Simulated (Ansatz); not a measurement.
One crystal and one scan (frozen-phonon scan) at two levels, r2SCAN (plane waves to 500 eV, PAW, scalar-relativistic; Ansatz, a program for electronic structure) and PBE (plane waves to 420 eV, PAW, scalar-relativistic; Ansatz), each from its own relaxed cell and on its own mesh. The cell shown is that of r2SCAN.

Relaxed GaN (zinc blende):

```
GaN
1.0
    0.00000     4.49817     4.49817
    2.24908     0.00000     2.24908
    2.24908     2.24908     0.00000
N Ga
2 2
Cartesian
  3.37363   3.37363   3.37363
  3.37363   5.62271   5.62271
  0.00000   0.00000   0.00000
  2.24908   4.49817   2.24908
```

The atoms are displaced by Q × the pattern below (from a DFPT mode at L = (0.5, 0.0, 0.0), largest move 1; Q in Å), at fixed cell. It is one choice among 2 degenerate patterns. (q is in reciprocal vectors of the primitive cell; the cell shown is doubled to hold the pattern.)

```
atom       x       y       z
----  ------  ------  ------
N1     0.285  -0.520   0.805
N2    -0.285   0.520  -0.805
Ga3    0.046  -0.084   0.129
Ga4   -0.046   0.084  -0.129
```

GaN was relaxed with its symmetry unable to fall. The PAW data are Ansatz's earlier set. Percentages come from the unrounded values.

Results of r2SCAN:

```
Quantity                                                                                                                                          Result
----------------------------------------------------------------------------------------  --------------------------------------------------------------
Lattice constant a (Å)                                                                                                                             4.498
Harmonic wavenumber from the curvature (finite differences) (cm⁻¹ (negative: imaginary))                                                             569
Shape of the curve                                                                        a single well with its minimum at or next to zero displacement
```

Problem. Estimate the PBE values.

Solution. 
| quantity | PBE | r2SCAN − PBE |
|---|---|---|
| Lattice constant a (Å) | 4.549 | -0.051 (-1.1 %) |
| Harmonic wavenumber from the curvature (finite differences) (cm⁻¹ (negative: imaginary)) | 538 | +31 (+5.7 %) |

r2SCAN gives the higher value for: harmonic wavenumber from the curvature. r2SCAN gives the lower value for: lattice constant a. Both give the same shape of the curve: a single well with its minimum at or next to zero displacement. Neither level is exact: the differences show how much the result hangs on the functional.

(For displaced atoms, the force is minus the slope of the energy, and its curvature is a force constant, which sets phonon frequencies.)
